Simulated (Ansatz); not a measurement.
Polymorphs of ScSi, each relaxed with plane-wave PAW r²SCAN (Ansatz code):

A: CsCl type (Pm-3m)
a = b = c = 3.3216 Å, α = β = γ = 90.00°

| atom | site | symmetry | x | y | z |
|---|---|---|---|---|---|
| Sc | 1a | m-3m | 0.0000 | 0.0000 | 0.0000 |
| Si | 1b | m-3m | 0.5000 | 0.5000 | 0.5000 |

B: Cmcm
a = 3.996 Å, b = 9.898 Å, c = 3.662 Å, α = β = γ = 90.00°

| atom | site | symmetry | x | y | z |
|---|---|---|---|---|---|
| Sc | 4c | m2m | 0.0000 | 0.1391 | 0.7500 |
| Si | 4c | m2m | 0.0000 | 0.5808 | 0.2500 |

### Question
Rank these by energy per atom at 0 K (lowest first), as r²SCAN gives it.

### Answer
B (+0 meV/atom), A (+496 meV/atom)

Constructed cells (a structure type filled with these elements, in neither database checked): A. Standing as an ambient phase not checked: B. Unstable at this level: A. All cells were relaxed under the symmetry of their starts (and spin orders); stability against distortions was not tested throughout. Rows with no word on spin ran without spin polarisation.

Energies hold the estimated change up to a 700 eV cutoff; steps of a few meV lie near the error of the meshes.

Potentials: the earlier of the program's two PAW sets.
